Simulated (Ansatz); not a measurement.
A geometry of SrTiO3 away from equilibrium: step 3 of the relaxation of a generated cell, SrTiO3 built in the AFLOW prototype ABC3_hR10_167_a_b_e (as in LiNbO3). All values below come from PBEsol (plane waves to 420 eV, PAW, scalar-relativistic; Ansatz, an electronic-structure program). Γ-centred k-mesh 5×5×5 on the run's cell (coarser than for final values), Fermi–Dirac smearing 0.05 eV. The plane waves were selected for a different cell earlier on the path.

```yaml
crystal:
  lattice:
    - [2.72140, 1.57120, 4.43993]
    - [-2.72140, 1.57120, 4.43993]
    - [0.00000, -3.14240, 4.43993]
  atoms:
    - { symbol: Sr, position: [0.25000, 0.25000, 0.25000] }
    - { symbol: Sr, position: [0.75000, 0.75000, 0.75000] }
    - { symbol: Ti, position: [0.00000, 0.00000, 0.00000] }
    - { symbol: Ti, position: [0.50000, 0.50000, 0.50000] }
    - { symbol: O, position: [0.69156, 0.80844, 0.25000] }
    - { symbol: O, position: [0.25000, 0.69156, 0.80844] }
    - { symbol: O, position: [0.80844, 0.25000, 0.69156] }
    - { symbol: O, position: [0.30844, 0.19156, 0.75000] }
    - { symbol: O, position: [0.75000, 0.30844, 0.19156] }
    - { symbol: O, position: [0.19156, 0.75000, 0.30844] }
```

Q: Give the Cartesian forces on all atoms (eV/Å).

A: 
| atom | Fx | Fy | Fz |
|---|---|---|---|
| Sr1 | 0.00 | 0.00 | 0.00 |
| Sr2 | 0.00 | 0.00 | 0.00 |
| Ti3 | 0.00 | 0.00 | 0.00 |
| Ti4 | 0.00 | 0.00 | 0.00 |
| O5 | 0.48 | 0.00 | 0.00 |
| O6 | -0.24 | 0.42 | 0.00 |
| O7 | -0.24 | -0.42 | 0.00 |
| O8 | -0.48 | 0.00 | 0.00 |
| O9 | 0.24 | -0.42 | 0.00 |
| O10 | 0.24 | 0.42 | 0.00 |

The path ends in R-3c (No. 167) (AFLOW prototype ABC3_hR10_167_a_b_e (as in LiNbO3)). No spin polarisation in the result.

The run could not lose the symmetry of its start: the end is stationary, and may be a saddle point rather than a minimum.

The end of the path is a generated cell of SrTiO3: the first start was made by placing the elements on the sites of a structure type, and the end was not matched to a known phase here, so it may be hypothetical. Known forms of SrTiO3 include space group No. 221.
